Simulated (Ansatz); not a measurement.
**Strain response of MgS**

Method: DFT PBEsol, scalar-relativistic, plane waves, PAW (Ansatz 0.2.0). Run with 420 eV cutoff, 6×6×6 k-mesh, Gaussian smearing of 0.02 eV, no spin polarisation.

The relaxed crystal:

```
Mg S
1.0
     2.59097    2.59097    0.00000
    -2.59097    2.59097    0.00000
     0.00000    0.00000    5.18195
Mg S
2 2
Direct
  0.00000 0.00000 0.00000
  0.50000 0.50000 0.50000
  0.50000 0.50000 0.00000
  0.00000 0.00000 0.50000
```

Deformation: uniaxial strain along c, with the lengths of a and b and the atoms relaxed and the angles held, all within the symmetry that the strain leaves. Energies are extrapolated to zero smearing. Gaps are Kohn–Sham gaps over the whole zone.

| strain (%) | ΔE (meV/atom) | a (Å) | b (Å) | c (Å) | gap (eV) |
| --- | --- | --- | --- | --- | --- |
| -6.0 | 33.8 | 3.719 | 3.719 | 4.871 | 2.47 |
| -4.0 | 13.7 | 3.699 | 3.699 | 4.975 | 2.55 |
| -2.0 | 3.1 | 3.681 | 3.681 | 5.078 | 2.63 |
| +0.0 | 0.0 | 3.664 | 3.664 | 5.182 | 2.73 |
| +2.0 | 2.8 | 3.650 | 3.650 | 5.286 | 2.60 |
| +4.0 | 10.1 | 3.636 | 3.636 | 5.389 | 2.50 |
| +6.0 | 21.0 | 3.624 | 3.624 | 5.493 | 2.42 |

Q: What stiffness (1/V) d²E/dε² at zero strain does a cubic fit over all points give?

A: A cubic fit gives (1/V) d²E/dε² = 141 GPa at zero strain (Young's modulus along this axis, angles held).

Q: How does the free axis a answer a small strain?

A: Between the innermost points its strain is -0.21 times the applied one.

Q: How fast does the gap move with strain on either side?

A: 48 meV per percent on the compressed side and -63 meV per percent on the stretched side.